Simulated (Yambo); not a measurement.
# How GW settings move the gap: Rh2S3

G0W0@PBEsol for Rh2S3 (corundum, space group R-3c, No. 167) in Yambo. Reference settings: 2×2×2 Γ-centred k mesh, bands 17 to 323 and a 8 Ry block in the screening, 323 bands in G with the Bruneval-Gonze terminator, plasmon pole fitted at 27.2 eV. The PBEsol gap Γ → F on this mesh is 0.42 eV; G0W0 gaps are taken between the same points.

```json
[
 {"change from the reference": "reference settings", "G0W0 gap Γ → F (eV)": "1.16", "shift of the valence edge (eV)": "-0.18"},
 {"change from the reference": "214 bands in W, 214 bands in G", "G0W0 gap Γ → F (eV)": "1.14", "shift of the valence edge (eV)": "-0.08"},
 {"change from the reference": "133 bands in G", "G0W0 gap Γ → F (eV)": "1.15", "shift of the valence edge (eV)": "-0.11"},
 {"change from the reference": "2 Ry block", "G0W0 gap Γ → F (eV)": "1.04", "shift of the valence edge (eV)": "0.20"},
 {"change from the reference": "7 Ry block", "G0W0 gap Γ → F (eV)": "1.14", "shift of the valence edge (eV)": "-0.14"},
 {"change from the reference": "214 bands in G, no terminator", "G0W0 gap Γ → F (eV)": "1.24", "shift of the valence edge (eV)": "0.13"}
]
```

The reference isn't shown to be the converged limit.

Spin-orbit splittings are left out.

Geometry of the Materials Project entry, not relaxed at this level; primitive cell a = b = c = 6.2949 Å, α = β = γ = 56.77°.

The structure is a Materials Project entry; no match was found in the copy of COD used, and its stability was not checked.

A shift is the quasiparticle energy of the state minus its PBEsol energy.
